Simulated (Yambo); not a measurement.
Yambo run on K$_{2}$LiScF$_{6}$ (space group Fm-3m, No. 225). The wavefunctions are PBEsol (pw.x of Quantum ESPRESSO, ONCV potentials, no spin-orbit coupling) ones on a 2×2×2 mesh (37 occupied bands); a = 5.8616 Å, b = 5.8616 Å, c = 5.8616 Å, α = 60.00°, β = 60.00°, γ = 60.00°.

Yambo input:

```
rim_cut
gw0
dyson
el_el_corr
HF_and_locXC
mpa
em1d
RandQpts= 1000000
RandGvec= 1 Ry
EXXRLvcs= 84 Ry
VXCRLvcs= 336 Ry
Chimod= "HARTREE"
% BndsRnXm
 3 | 216 |
%
NGsBlkXm= 7 Ry
% LongDrXm
 1.0 | 1.0 | 1.0 |
%
EnSampXm= "2l"
EnGridXm= "lP"
% EnRngeXm
 0.0 | 40.0 | eV
%
% ImRngeXm
 2.72114 | 27.21138 | eV
%
% DmRngeXm
 0.02721 | 2.72114 | eV
%
ETStpsXm= 8
IntSolXm= "PT"
% GbndRnge
 1 | 216 |
%
GTermKind= "none"
DysSolver= "n"
ExtendOut
% QPkrange
 1 | 1 | 37 | 38 |
%
```

k points by index: 1 = Γ.

Table of the .qp output:

```
#    K-point    Band    Eo [eV]    E [eV]    E-Eo [eV]    Vxc [eV]    Vnlxc [eV]    Sc|Eo [eV]    Sc|E [eV]    dSc/dw|Eo [eV]    Re(Z)    Im(Z)
#
    1    37    0.000000    -2.036554    -2.036554    -22.50335    -30.26060    5.169889    5.720698    -7.349543    0.787279    -0.007245
    1    38    6.810061    10.09625    3.286185    -18.40006    -10.28630    -4.055311    -4.827578    -6.393585    0.809723    -0.004019
```
(The two width columns are left out.) Convergence of these settings isn't established.

Geometry of the Materials Project entry, not relaxed at this level.

The structure is a Materials Project entry; no match was found in the copy of COD used, and its stability was not checked.
